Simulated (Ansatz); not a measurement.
**Data sheet: Cs2ScAgCl6 (DFT)**

Cs$_{2}$ScAgCl$_{6}$:
```cif
data_AgCl6Cs2Sc
_chemical_formula_sum 'Cs2 Sc1 Ag1 Cl6'
_space_group_name_H-M_alt 'P 1'
_space_group_IT_number 1
_cell_length_a 7.40242
_cell_length_b 7.40242
_cell_length_c 7.40242
_cell_angle_alpha 60.000
_cell_angle_beta 60.000
_cell_angle_gamma 60.000
loop_
_space_group_symop_operation_xyz
  'x, y, z'
loop_
_atom_site_label
_atom_site_type_symbol
_atom_site_fract_x
_atom_site_fract_y
_atom_site_fract_z
_atom_site_occupancy
Cs1 Cs 0.75000 0.75000 0.75000 1
Cs2 Cs 0.25000 0.25000 0.25000 1
Sc1 Sc 0.00000 0.00000 0.00000 1
Ag1 Ag 0.50000 0.50000 0.50000 1
Cl1 Cl 0.76145 0.23855 0.23855 1
Cl2 Cl 0.23855 0.76145 0.76145 1
Cl3 Cl 0.23855 0.76145 0.23855 1
Cl4 Cl 0.76145 0.23855 0.76145 1
Cl5 Cl 0.23855 0.23855 0.76145 1
Cl6 Cl 0.76145 0.76145 0.23855 1
```

Space group Fm-3m (No. 225); conventional cell a = 10.4686 Å, b = 10.4686 Å, c = 10.4686 Å, α = 90.00°, β = 90.00°, γ = 90.00°.

Method: the program Ansatz at the r²SCAN level (PAW). Structure relaxed to zero pressure with the same functional. Other levels are named where they apply.

### Cell and energy

```json
{
 "volume_per_atom": "28.68 Å³",
 "density": "3.66 g/cm³",
 "Formation energy from the elements (no fitted shifts)": "-2046 meV/atom"
}
```

### Electronic structure

```json
{
  "band_gap": "3.65 eV (smallest direct gap 3.66 eV)",
  "valence_band_maximum": "at L",
  "conduction_band_minimum": "at X (3 equivalent valleys)",
  "HSE06 gap on the r²SCAN cell": "4.92 eV",
  "Gap with spin–orbit coupling": "3.62 eV"
}
```

### Mechanics

```json
{
  "Bulk modulus (Birch–Murnaghan fit)": "30.2 GPa",
  "Pressure derivative B′": "5.7"
}
```

### Charges

```json
{
  "bader_charges": "Cs +0.89, Sc +2.01, Ag +0.67, Cl -0.74 e"
}
```

The workflow started from a Materials Project entry (that database holds measured and hypothetical structures alike); the Crystallography Open Database copy checked does not list it. Its standing as an ambient phase is unchecked. The r²SCAN relaxation kept the symmetry of its start; its stability against distortions is not shown here. No spin polarisation was allowed. The references are the lowest solids computed at this level, not always the standard phases (solids in place of the gases). Spin–orbit coupling is left out wherever it is not named.

Potentials: the later of the program's two PAW sets.
